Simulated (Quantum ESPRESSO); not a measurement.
## One change at a time to Cu2MoTa4Ti

All numbers below are calculated, not measured. They come from Quantum ESPRESSO 7.5, a public plane-wave density functional program. Each row is one single-point run on a made-up periodic cell of eight metal atoms, with elements, volume, strain and displacements drawn at random and not relaxed, so a cell may be unstable or far from any real phase. There is no spin polarisation or spin-orbit coupling.

Settings: PBE unless stated; PseudoDojo standard norm-conserving files; Fermi-Dirac width 0.25 eV, which means electrons at about 2900 K; cutoff 1252 eV; 8 x 5 x 3 k mesh shifted half a step off Gamma. E is the free energy of the whole cell (internal energy minus TS), so a -TS column is already part of it. Stress is positive in tension, and the pressure P is minus a third of its trace.

Checks: one run of this series was repeated at a higher cutoff and on a denser mesh, which moved values by no more than 0.005 eV, 0.07 GPa and 0.007 eV/Å, and a second program with other atomic files agreed on it to 2 % rms in force and 0.5 GPa in pressure. Known limits: the copper pseudopotential is less sure than most, with forces differing by about three percent and pressure by about two GPa from a second method on plain copper; heavy elements are run without spin-orbit coupling, which real alloys of them have; a spin test at this wide smearing found no moment, but such smearing suppresses magnetism that the real alloy may have.

The lattice is hexagonal close-packed, and the cell vectors in Å are (-2.793, 0.000, 0.000); (0.000, 4.837, 0.000); (1.396, -2.419, -9.181), a volume of 124.03 Å³ in run 1. The elements on sites 1 to 8 are Cu Ti Ta Ta Cu Ta Mo Ta. Each later run makes one change to run 1 and keeps the rest. E is counted from run 1, and is n/a where other atomic files have another zero of energy.

| run | change | V (Å³) | P (GPa) | -TS (eV) | rms force (eV/Å) | largest change of a force component (eV/Å) | E (eV) |
|---|---|---|---|---|---|---|---|
| 1 | none | 124.03 | 18.73 | -1.718 | 0.875 | 0.000 | 0.000 |
| 2 | sites 4 and 5 exchanged | 124.03 | 15.52 | -1.638 | 0.633 | 2.519 | -0.427 |
| 3 | all lengths scaled by +1.12 % | 128.24 | 11.47 | -1.776 | 0.765 | 0.293 | ? |
| 4 | PBEsol in place of PBE | 124.03 | 11.36 | -1.719 | 0.836 | 0.100 | n/a |
| 5 | In on site 5 | 124.03 | 31.16 | -1.720 | 0.487 | 1.845 | n/a |
| 6 | site 1 moved by -0.22 Å along y | 124.03 | 18.81 | -1.720 | 0.860 | 0.683 | 0.004 |

## Worked estimate

Along a uniform scaling dE = -P dV. The mean of the two pressures is 15.100 GPa and the volume changes by 4.21 Å³, with 160.2 GPa to one eV/Å³. The same two rows give -V dP/dV = 218 GPa for this cell with clamped atoms, which is not the bulk modulus of a real alloy.

## Withheld value

Question: what E should run 3 give?

The estimate is -0.397 eV. The calculation gave -0.395 eV.
